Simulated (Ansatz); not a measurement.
YSb:
```
CELL_PARAMETERS angstrom
      0.00000     3.05857     3.05857
      3.05857     0.00000     3.05857
      3.05857     3.05857     0.00000
ATOMIC_POSITIONS crystal
  Y  0.50000 0.50000 0.50000
  Sb 0.00000 0.00000 0.00000
```

Relaxed with PBEsol. Special points in fractions of this cell's reciprocal vectors: Γ (0.000, 0.000, 0.000); X (0.500, 0.000, 0.500); U (0.625, 0.250, 0.625); K (0.375, 0.375, 0.750); L (0.500, 0.500, 0.500); W (0.500, 0.250, 0.750).

### Question
List the band energies nearest the Fermi level at these points for plane-wave PAW PBEsol (Ansatz code).

### Answer
In eV from the Fermi level; about four levels below and three above (degenerate sets whole), none deeper than 8.9 eV; points with the same levels are listed once.

```
k                    below                above
-  -----------------------  -------------------
Γ                        –       0.81 0.81 0.81
X  -2.93 -0.71 -0.71 -0.52  2.63 3.05 3.69 3.69
U  -8.58 -2.72 -2.72 -1.34       1.04 3.23 3.68
L  -8.43 -4.30 -1.82 -1.82       2.99 2.99 3.26
W  -8.55 -2.45 -2.45 -2.27       2.39 2.39 2.90
```

Space group Fm-3m (rock salt). The workflow started from a Materials Project entry (that database holds measured and hypothetical structures alike); the Crystallography Open Database files this formula in space group No. 225, but the cells were not matched. Whether it is the stable phase at ambient conditions was not checked. The cell was relaxed with PBEsol under the symmetry of its start; of distortions, only those at the zone centre were tested. No spin polarisation was allowed. Spin–orbit coupling is left out wherever it is not named.

Potentials: the later of the program's two PAW sets.
